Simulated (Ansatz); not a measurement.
Total density of states per atom from DFT-r²SCAN in the program Ansatz with PAW potentials, in 0.25 eV bins, energy from the Fermi level:

```
E (eV) | states/eV/atom
    -7.85 | ######### 0.25
    -7.60 | ######### 0.26
    -7.35 | ########## 0.28
    -7.10 | ########### 0.30
    -6.85 | ########### 0.32
    -6.60 | ############ 0.35
    -6.35 | ############# 0.38
    -6.10 | ################ 0.45
    -5.85 | ################ 0.46
    -5.60 | ################ 0.45
    -5.35 | ################ 0.47
    -5.10 | ############### 0.44
    -4.85 | ################# 0.49
    -4.60 | ############################## 0.85
    -4.35 | ####################### 0.64
    -4.10 | ######### 0.27
    -3.85 |  0.00
    -3.60 |  0.00
    -3.35 |  0.00
    -3.10 |  0.00
    -2.85 |  0.00
    -2.60 |  0.01
    -2.35 | ## 0.05
    -2.10 | ###### 0.16
    -1.85 | ######## 0.23
    -1.60 | ########### 0.31
    -1.35 | ############## 0.40
    -1.10 | ##################### 0.59
    -0.85 | ########################## 0.75
    -0.60 | #################### 0.57
    -0.35 | ################## 0.51
    -0.10 | ############### 0.43
     0.15 | ############## 0.40
     0.40 | ################ 0.45
     0.65 | ################### 0.53
     0.90 | ################### 0.55
     1.15 | ############### 0.43
     1.40 | ################## 0.52
     1.65 | ##################### 0.59
     1.90 | ################## 0.52
     2.15 | ################ 0.47
     2.40 | ################# 0.48
     2.65 | #################### 0.58
     2.90 | ################### 0.53
     3.15 | ################## 0.50
     3.40 | ################## 0.52
     3.65 | ################### 0.54
     3.90 | ###################### 0.62
     4.15 | ######################## 0.69
     4.40 | ######################## 0.67
     4.65 | ####################### 0.65
```

Problem. Pick the material that matches.
A) Os, hcp (Mg type)
B) Mg, hcp (Mg type)
C) Tl, hcp (Mg type)
D) Tc, hcp (Mg type)

Solution. C, Tl, hcp (Mg type). Within 0.5 eV of the Fermi level: Tl 6p 78 %, Tl 6s 19 %. Projections are on Löwdin-orthogonalised atomic valence shells; empty p or d shells of many metals are not among them.

Space group P6_3/mmc (hcp (Mg type)). The r²SCAN relaxation kept the symmetry of its start. Scalar-relativistic: spin–orbit coupling is off unless named, which matters more the heavier the elements.

Potentials: the earlier of the program's two PAW sets.
